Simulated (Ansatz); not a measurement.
# FeI₂ (P-3m1): majority and minority states

```
CELL_PARAMETERS angstrom
4.04000 0.00000 0.00000
-2.02000 3.49874 0.00000
0.00000 0.00000 6.75000
ATOMIC_POSITIONS crystal
Fe 0.00000 0.00000 0.00000
I 0.33333 0.66667 0.25000
I 0.66667 0.33333 0.75000
```

The geometry is a structure as deposited in COD (the entry's cell lengths or inner coordinates differ somewhat from later room-temperature determinations), held fixed and not relaxed.

Settings: PBEsol, 8×8×5 k mesh, Fermi–Dirac smearing of 0.05 eV. LAPW is all-electron LAPW in Ansatz 0.2.0. Site moments are integrated in spheres about the atoms. Start moments (μB): Fe1 3.5, I2 0.2, I3 0.2.

Density of states, smoothed by a Gaussian of 0.15 eV:

```
E − E_F (eV)  majority (states/eV/cell)  minority (states/eV/cell)
       -7.00                       0.00                       0.00
       -6.60                       0.00                       0.00
       -6.20                       0.00                       0.00
       -5.80                       0.00                       0.00
       -5.40                       0.25                       0.00
       -5.00                       1.54                       0.35
       -4.60                       1.81                       1.61
       -4.20                       2.50                       1.52
       -3.80                       3.83                       0.95
       -3.40                       2.43                       1.14
       -3.00                       4.47                       1.74
       -2.60                       2.66                       2.71
       -2.20                       1.77                       3.24
       -1.80                       0.97                       1.19
       -1.40                       1.73                       0.51
       -1.00                       2.53                       0.08
       -0.60                       1.06                       0.08
       -0.20                       0.02                       2.57
        0.20                       0.00                       3.95
        0.60                       0.00                       1.14
        1.00                       0.00                       3.45
        1.40                       0.00                       1.21
        1.80                       0.00                       0.00
        2.20                       0.12                       0.00
        2.60                       0.77                       0.01
        3.00                       0.84                       0.28
        3.40                       0.62                       0.89
        3.80                       0.17                       0.84
        4.20                       0.46                       0.56
```

**Question.** What spin moment does the cell carry?

**Answer.** 4.00 μB. Site moments (μB): Fe1 3.51, I2 0.18, I3 0.18.

**Question.** How large is the spin polarisation of the states at the Fermi level?

**Answer.** (N↑ − N↓)/(N↑ + N↓) = -100 %, from 0.00 and 3.34 states/eV; these are averaged over the run's smearing, not the smoothing of the table, and they move with the mesh.

Löwdin populations of d and f shells (filled inner shells left out):

```csv
shell,up,down
Fe1 3d,4.98,1.52
```

The Ansatz runs typed with the search for lower states off end where their start leads. Spin–orbit coupling is left out although heavy atoms are present. The magnetic state is the one that this cell and start allow. It needn't be the compound's measured order, which may need a larger cell or be absent.
